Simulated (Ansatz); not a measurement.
SiRu:
```
SiRu
1.0
    4.68961     0.00000     0.00000
    0.00000     4.68961     0.00000
    0.00000     0.00000     4.68961
Ru Si
4 4
Cartesian
  0.61476   0.61476   0.61476
  2.95957   1.73004   4.07484
  4.07484   2.95957   1.73004
  1.73004   4.07484   2.95957
  3.93107   3.93107   3.93107
  1.58627   3.10334   0.75853
  0.75853   1.58627   3.10334
  3.10334   0.75853   1.58627
```

Plane-wave PAW PBEsol (Ansatz code) gives a gap of 0.22 eV without spin–orbit coupling, maximum on the Γ–X line, 44 % of the way from Γ, minimum off the standard path, at k = (0.000, 0.247, 0.286).

Q: What happens when spin–orbit coupling is switched on?

A: The gap decreases by 0.06 eV, to 0.16 eV; maximum on the Γ–X line, 43 % of the way from Γ, minimum off the standard path, at k = (0.000, 0.310, 0.224).

Space group P2_13. The PBEsol relaxation kept the symmetry of its start. No spin polarisation was allowed.

Potentials: the later of the program's two PAW sets.
